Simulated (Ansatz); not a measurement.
Pd:
```
CELL_PARAMETERS angstrom
     -1.55455     1.55455     1.55455
      1.55455    -1.55455     1.55455
      1.55455     1.55455    -1.55455
ATOMIC_POSITIONS crystal
  Pd 0.00000 0.00000 0.00000
```

Relaxed with r²SCAN. Special points in fractions of this cell's reciprocal vectors: Γ (0.000, 0.000, 0.000); H (0.500, -0.500, 0.500); N (0.000, 0.000, 0.500); P (0.250, 0.250, 0.250).

**Question.** List the band energies nearest the Fermi level at these points for DFT-r²SCAN in the program Ansatz with PAW potentials.

**Answer.** In eV from the Fermi level; about four levels below and three above (degenerate sets whole), none deeper than 8.9 eV; … stands for higher levels left out; points with the same levels are listed once.

```tsv
k	below	above
Γ	-2.97 -2.97 -2.97 -1.03 -1.03	…
H	-5.27 -5.27	0.21 0.21 0.21
N	-5.28 -4.17 -1.08 -0.80	0.60 1.76 …
P	-3.55 -3.55 -3.55 -0.75 -0.75	9.27 …
```

Space group Im-3m (bcc (W type)). The first step of the workflow began from a Materials Project structure, measured or hypothetical; the Crystallography Open Database copy checked does not list it. It is not the phase usual at ambient conditions (space group No. 225). The cell was relaxed with r²SCAN under the symmetry of its start. At this level the phase is mechanically unstable. No spin polarisation was allowed. Spin–orbit coupling is left out wherever it is not named.

Potentials: the later of the program's two PAW sets.
